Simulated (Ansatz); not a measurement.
NbN (space group P6_3/mmc)

```
NbN
1.0
    2.96337     0.00000     0.00000
   -1.48169     2.56635     0.00000
    0.00000     0.00000    11.15511
Nb N
4 4
Cartesian
  1.48169   0.85545   9.79645
  0.00000   1.71090   1.35866
  0.00000   1.71090   4.21889
  1.48169   0.85545   6.93622
  0.00000   0.00000   0.00000
  0.00000   0.00000   5.57755
  1.48169   0.85545   2.78878
  0.00000   1.71090   8.36633
```

The slice is a (1 -1 0 0) plane (indices of the conventional cell) through the point (0.000, 0.000, 0.000) (fractional), spanned by u = [110] and v = [001] in vectors of this cell: u (2.96 Å) and v (11.16 Å, at 90° to u). It covers one period; positions are fractions (u, v).

Level of theory: PBEsol (plane waves to 420 eV, PAW, scalar-relativistic; Ansatz, a quantum-chemistry and plane-wave program). k mesh 18×18×5. Near the nuclei the fields are pseudised (PAW); where an atom keeps semicore shells as valence, they peak there. NbN is run without spin polarisation. NbN was relaxed with its symmetry unable to fall.

### Question
Sketch the valence electron density on this plane as a map.

### Answer
```
|@%+---+%|
|+==+++==|
|::=*#*=:|
|.:-=+=-:|
| .:=+=:.|
|  :=+=: |
| .:=+=:.|
|.:-=+=-:|
|::=*#*=:|
|+==+++==|
|@%+---+%|
|@@*-:-*@|
|@%+---+%|
|+==+++==|
|::=*#*=:|
|.:-=+=-:|
| .:=+=:.|
|  :=+=: |
| .:=+=:.|
|.:-=+=-:|
|::=*#*=:|
|+==+++==|
|@%+---+%|
|@@*-:-*@|
```
Scale: ten equal steps from -1.06 (start of ' ') to 0.55 (end of '@'), in the order ' .:-=+*#%@'. Values: log₁₀ of the valence density in e/Å³. The map has 8 points along u (one character each, u = 0 at the left) and 24 along v (v = 0 in the bottom row). The scale is logarithmic, as a density can span decades between atoms and voids.
